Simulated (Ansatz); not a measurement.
With the program Ansatz at the PBE level (PAW), BAs in the cubic phase (Pm-3n; B on 6c, As on 6d) relaxes to a = 5.922 Å. Against the elements it lies at 0.23 eV/atom, with no fitted shifts.

It is gapped at this level: 0.57 eV (indirect). The valence maximum lies at Γ and the conduction minimum on the Γ–X line, 83 % of the way from Γ (6 equivalent valleys). Gap from PBE with spin–orbit coupling: 0.52 eV. Electrons at the band edge weigh 0.34, 0.34, 0.67 mₑ (principal values).

The bulk modulus is 99.1 GPa.

The start of the workflow was typed in or built on a structure type; neither database checked (COD, Materials Project) lists it. It is not the phase usual at ambient conditions (space group No. 216). The PBE relaxation kept the symmetry of its start; whether a distortion lowers the energy is not shown. Its formation energy is positive at this level, so the cell may be metastable or incomplete. The references are the lowest solids computed at this level, not always the standard phases. Spin–orbit coupling is left out wherever it is not named.

Potentials: the later of the program's two PAW sets.
